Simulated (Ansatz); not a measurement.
**Relaxing a structure of Nb**

The start is a generated trial cell of Nb in the beta-W structure type. A full variable-cell relaxation at zero pressure is run with PBEsol (plane waves to 420 eV, PAW, scalar-relativistic; Ansatz, an electronic-structure program). The first steps use a coarse 6×6×6 k-mesh.

Starting cell:
```
Nb
1.0
    5.27312     0.00000     0.00000
    0.00000     5.27312     0.00000
    0.00000     0.00000     5.27312
Nb
8
Direct
  0.25000   0.00000   0.50000
  0.75000   0.00000   0.50000
  0.00000   0.50000   0.25000
  0.00000   0.50000   0.75000
  0.50000   0.25000   0.00000
  0.50000   0.75000   0.00000
  0.00000   0.00000   0.00000
  0.50000   0.50000   0.50000
```

How large is the pressure on the unrelaxed cell, and of which sign?

-3.6 GPa (negative: the cell is under tension).

How much energy is released per atom?

Under 0.01 eV/atom.

How does the volume per atom move from start to end?

-2.0 %, from 18.33 to 17.95 Å³/atom.

What does it relax into? Give the structure.


```cif
data_Nb8
_chemical_formula_sum 'Nb8'
_space_group_name_H-M_alt 'Pm-3n'
_space_group_IT_number 223
_space_group_name_Hall '-P 4n 2 3'
_cell_length_a 5.23693
_cell_length_b 5.23693
_cell_length_c 5.23693
_cell_angle_alpha 90.000
_cell_angle_beta 90.000
_cell_angle_gamma 90.000
loop_
_atom_site_label
_atom_site_type_symbol
_atom_site_symmetry_multiplicity
_atom_site_Wyckoff_symbol
_atom_site_fract_x
_atom_site_fract_y
_atom_site_fract_z
_atom_site_occupancy
Nb1 Nb 6 c 0.00000 0.50000 0.25000 1
Nb2 Nb 2 a 0.00000 0.00000 0.00000 1
```

The space group stays Pm-3n (No. 223) (the run could not lower it), with 8 atoms in the primitive cell. Final values are on a 9×9×9 k-mesh of the relaxed cell. No spin polarisation in the result.

The run could not lose the symmetry of its start: the end is stationary, and may be a saddle point rather than a minimum.

All atoms sit on sites fixed by symmetry, so only the cell could relax.

The relaxed structure here is a generated cell of Nb: the first start was made by placing the elements on the sites of a structure type, and the end was not matched to a known phase here, so it may be hypothetical. Known forms of Nb include space group No. 229.
